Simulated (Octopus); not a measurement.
## NaF (Fm-3m, No. 225): conduction levels under hydrostatic strain

NaF (Fm-3m, No. 225), cubic lattice constant 4.572 Å. The cell is a database entry, not relaxed again.

Level: LDA. Code: Octopus 16.4. Numerical set-up: grid spacing about 0.15 Å, Γ-centred 6×6×6 k-mesh, Fermi-Dirac smearing of 0.01 eV, no spin polarisation; PseudoDojo 0.4 LDA potentials. The cell is scaled uniformly. Energies of the lowest empty band count from each cell's highest valence level among the special points, at Γ; they are Kohn-Sham values at fixed points of the zone, Δ being held at 0.85 of Γ–X, not searched.

| a (Å) | ln(V/V₀) | Γ (eV) | Δ (eV) | L (eV) |
|---|---|---|---|---|
| 4.366 | -0.1381 | 7.077 | 13.095 | 11.561 |
| 4.412 | -0.1069 | 6.871 | 12.803 | 11.352 |
| 4.457 | -0.0760 | 6.675 | 12.522 | 11.149 |
| 4.503 | -0.0453 | ? | ? | ? |
| 4.549 | -0.0150 | 6.313 | 11.988 | 10.760 |
| 4.572 | 0.0000 | 6.228 | 11.860 | 10.667 |
| 4.618 | 0.0299 | 6.064 | 11.611 | 10.483 |

V₀ is the volume of the database cell.

### Question
Fit each column by a quadratic in ln V through the rows shown. Give the volume deformation potentials dE/d ln V at the withheld row, and predict that row.

### Answer
Fits: Γ: 6.227 −5.58 x +4.1 x²; Δ: 11.860 −8.45 x +3.5 x²; L: 10.667 −6.20 x +2.0 x², with x = ln(V/V₀). At x = -0.0453 the slopes are −6.0 eV (Γ), −8.8 eV (Δ), −6.4 eV (L). Predicted against computed: 6.489 against 6.489 eV, 12.251 against 12.251 eV, 10.952 against 10.952 eV.

The lowest of these levels is that at Γ in all rows.
